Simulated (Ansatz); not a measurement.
Values for one crystal, relaxed and computed with DFT-r²SCAN in the program Ansatz with PAW potentials; other levels are named.

| Property | Result |
|---|---|
| Volume per atom | 14.84 Å³ |
| Electronic character | metallic (no gap) |
| Elastic constants (relaxed ions, GPa) | C11 = 401, C12 = 367, C44 = 192 |
| Pressure derivative B′ | 4.4 |
| Bulk modulus (Birch–Murnaghan fit) | 376 GPa |
| Density of states at the Fermi level | 0.93 states/eV per atom (mean over ±0.08 eV) |
| Mechanical stability | stable (all eigenvalues of C positive) |

**Question.** Which of these materials gives this?
(A) Ti, bcc (W type)
(B) Re, bcc (W type)
(C) Cr, bcc (W type)
(D) Al, bcc (W type)

**Answer.** B, Re, bcc (W type)

Space group Im-3m (bcc (W type)). The start of the workflow was typed in or built on a structure type; the Crystallography Open Database copy checked does not list it. It is not the phase usual at ambient conditions (space group No. 194). The cell was relaxed with r²SCAN under the symmetry of its start; its stability against distortions is not shown here. No spin polarisation was allowed. As this level gives no gap, shear constants depend on the k-mesh and smearing (Fermi–Dirac, 0.1 eV here). Scalar-relativistic: spin–orbit coupling is off unless named, which matters more the heavier the elements.

Potentials: the earlier of the program's two PAW sets.
